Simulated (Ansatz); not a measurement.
## TaN (space group P-6m2): scan of one atom of the cell

Starting cell, TaN (space group P-6m2):

```
CELL_PARAMETERS angstrom
      2.93603     0.00000     0.00000
     -1.46801     2.54267     0.00000
      0.00000     0.00000     2.88470
ATOMIC_POSITIONS crystal
  Ta 0.00000 0.00000 0.50000
  N  0.66667 0.33333 0.00000
```

Scan: atom 1 (Ta, nearest neighbour N at 2.226 Å; its periodic images, 2.9 Å or more away, move with it) is displaced along Cartesian x, direction (1.000, 0.000, 0.000) in Cartesian axes, by s. The other atoms stay.

These are r2SCAN (plane waves to 500 eV, PAW, scalar-relativistic; Ansatz, a program for electronic structure) values and carry that method's errors. k mesh 10×10×9 (Γ-centred), Fermi-Dirac smearing 0.05 eV. Energies are smeared free energies. Stress and pressure are positive under compression. With partly filled bands, energies and forces of such displacements shift with the k mesh and the smearing. F∥ is the force on the atom along that direction. F⊥ is the part of the force across the line. At this level the bands of TaN touch or barely overlap. Spin-orbit coupling is left out, though Ta is heavy. TaN is run without spin polarisation. TaN was relaxed with its symmetry unable to fall. This is one of several known forms of TaN; the measured ambient cells at hand have space group No. 189. The zero of ΔE is the undisplaced structure.

```json
[
 {"s (Å)": "-0.670", "ΔE (eV/cell)": "2.408", "|F⊥| (eV/Å)": "3.363", "F∥ (eV/Å)": "5.224", "P (GPa)": "55.9"},
 {"s (Å)": "-0.536", "ΔE (eV/cell)": "1.694", "|F⊥| (eV/Å)": "2.186", "F∥ (eV/Å)": "5.212", "P (GPa)": "37.6"},
 {"s (Å)": "-0.402", "ΔE (eV/cell)": "1.029", "|F⊥| (eV/Å)": "1.235", "F∥ (eV/Å)": "4.707", "P (GPa)": "21.7"},
 {"s (Å)": "-0.268", "ΔE (eV/cell)": "0.473", "|F⊥| (eV/Å)": "0.515", "F∥ (eV/Å)": "3.448", "P (GPa)": "9.8"},
 {"s (Å)": "-0.134", "ΔE (eV/cell)": "0.120", "|F⊥| (eV/Å)": "0.116", "F∥ (eV/Å)": "1.782", "P (GPa)": "2.5"},
 {"s (Å)": "0.000", "ΔE (eV/cell)": "0.000", "|F⊥| (eV/Å)": "0.000", "F∥ (eV/Å)": "0.000", "P (GPa)": "0.0"},
 {"s (Å)": "0.134", "ΔE (eV/cell)": "0.120", "|F⊥| (eV/Å)": "0.116", "F∥ (eV/Å)": "-1.782", "P (GPa)": "2.5"},
 {"s (Å)": "0.268", "ΔE (eV/cell)": "0.473", "|F⊥| (eV/Å)": "0.515", "F∥ (eV/Å)": "-3.448", "P (GPa)": "9.8"},
 {"s (Å)": "0.402", "ΔE (eV/cell)": "1.029", "|F⊥| (eV/Å)": "1.235", "F∥ (eV/Å)": "-4.707", "P (GPa)": "21.7"},
 {"s (Å)": "0.536", "ΔE (eV/cell)": "1.694", "|F⊥| (eV/Å)": "2.186", "F∥ (eV/Å)": "-5.212", "P (GPa)": "37.6"},
 {"s (Å)": "0.670", "ΔE (eV/cell)": "2.408", "|F⊥| (eV/Å)": "3.363", "F∥ (eV/Å)": "-5.224", "P (GPa)": "55.9"}
]
```

Key numbers:

Energy at s = 0.670 Å: 2408 meV/cell
Force along the line at s = -0.670 Å: 5.22 eV/Å
Symmetry of the curve: even: the same for both signs
Shape of the curve: a single well with its minimum at or next to zero displacement
Force constant k = d²E/ds² at s = 0 (finite differences): 13.4 eV/Å²
Harmonic estimate at the end of the scan: ½ks² = 3017 meV/cell against the computed 2408 meV/cell, so the well is softer than harmonic there

(A displaced cell: forces are minus the slopes of the energy, force constants its curvatures, and phonons follow from these.)
